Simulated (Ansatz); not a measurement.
YN:
```yaml
crystal:
  lattice:
    - [0.00000, 2.45300, 2.45300]
    - [2.45300, 0.00000, 2.45300]
    - [2.45300, 2.45300, 0.00000]
  atoms:
    - { symbol: N, position: [0.00000, 0.00000, 0.00000] }
    - { symbol: Y, position: [0.50000, 0.50000, 0.50000] }
```

Relaxed with PBE.

Q: Give the Bader charges and basin volumes of the independent atoms, PBE in the plane-wave PAW code Ansatz.

A: 

```tsv
atom	Bader charge (e)	Bader volume (Å³)
N1	-1.89	16.2
Y2	+1.89	13.3
```

Space group Fm-3m (rock salt). The PBE relaxation kept the symmetry of its start. The run is not spin-polarised.

Potentials: the later of the program's two PAW sets.
